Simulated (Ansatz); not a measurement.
C:
Space group P6₃/mmc (No. 194); a = 2.453 Å, b = 2.453 Å, c = 6.767 Å, α = 90.00°, β = 90.00°, γ = 120.00°

```json
[
 {"atom": "C", "site": "2b", "symmetry": "-6m2", "x": "0.0000", "y": "0.0000", "z": "0.2500"},
 {"atom": "C", "site": "2c", "symmetry": "-6m2", "x": "0.3333", "y": "0.6667", "z": "0.2500"}
]
```

Relaxed with r²SCAN+D4. r²SCAN+D4 (plane waves, PAW; program Ansatz) gives no gap.

Q: What gap does HSE06 give on the same cell (Ansatz, PAW)?

A: It stays without a gap at the points solved. The hybrid was solved on a coarser mesh and at special points; its gap is the smallest among all of these. On such a mesh it can open a false gap in a semimetal.

```csv
k,v1 r²SCAN+D4,c1 r²SCAN+D4,v1 HSE06,c1 HSE06
Γ,-3.22,4.32,[?],[?]
A,-3.23,7.03,[?],[?]
K,-0.03,-0.03,-0.03,-0.03
H,-0.01,0.00,[?],[?]
M,-2.26,1.60,-2.61,1.88
L,-2.54,1.76,[?],[?]
```

Q: Top valence (v1) and lowest conduction level (c1) in eV from each method's valence maximum (which need not be a listed point): supply the withheld HSE06 values.

A: 
- A, v1 HSE06: -3.99
- A, c1 HSE06: 7.23
- H, v1 HSE06: 0.00
- H, c1 HSE06: 0.01
- Γ, v1 HSE06: -3.98
- Γ, c1 HSE06: 4.50
- L, v1 HSE06: -2.92
- L, c1 HSE06: 2.04

Cost on shared cores: the r²SCAN+D4 run (SCF on a 19×19×6 mesh, then bands and DOS) about 13 core-seconds (a rough figure), the HSE06 run (SCF on 9×9×3, then a few points) around 29 core-seconds (rough); the tasks are unlike.

Space group P6_3/mmc (graphite). The cell was relaxed with r²SCAN+D4 under the symmetry of its start; of distortions, only those at the zone centre were tested.

Potentials: the earlier of the program's two PAW sets.
